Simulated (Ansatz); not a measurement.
Given:

Zn$_{3}$GaNO$_{3}$:
```cif
data_GaNO3Zn3
_chemical_formula_sum 'Ga1 N1 Zn3 O3'
_space_group_name_H-M_alt 'P 1'
_space_group_IT_number 1
_cell_length_a 3.25343
_cell_length_b 3.25343
_cell_length_c 10.36913
_cell_angle_alpha 90.000
_cell_angle_beta 90.000
_cell_angle_gamma 120.000
loop_
_space_group_symop_operation_xyz
  'x, y, z'
loop_
_atom_site_label
_atom_site_type_symbol
_atom_site_fract_x
_atom_site_fract_y
_atom_site_fract_z
_atom_site_occupancy
Ga1 Ga 0.33333 0.66667 0.01271 1
N1 N 0.33333 0.66667 0.18875 1
Zn1 Zn 0.66667 0.33333 0.24585 1
O1 O 0.66667 0.33333 0.44452 1
Zn2 Zn 0.33333 0.66667 0.49177 1
O2 O 0.33333 0.66667 0.69114 1
Zn3 Zn 0.66667 0.33333 0.73657 1
O3 O 0.66667 0.33333 0.93839 1
```

This is the PBEsol-relaxed structure.

**Question.** All from PBEsol (plane waves, PAW; program Ansatz), unless another level is named. Estimate the highest zone-centre frequency.

**Answer.** 701 cm^-1.

**Question.** What about the bulk modulus (Birch–Murnaghan fit)?

**Answer.** 139 GPa.

Space group P3m1. The start of the workflow was typed in or built on a structure type; neither database checked (COD, Materials Project) lists it. Its standing as an ambient phase is unchecked. Symmetry was held in the PBEsol relaxation; its stability against distortions is not shown here. As this level gives no gap, phonon frequencies hold no LO–TO term and depend on the k-mesh and smearing (Fermi–Dirac, 0.1 eV here).

Potentials: the earlier of the program's two PAW sets. The files were generated under PBE; for other functionals the program regenerates the frozen cores, and for LDA and PBEsol the local potential too.
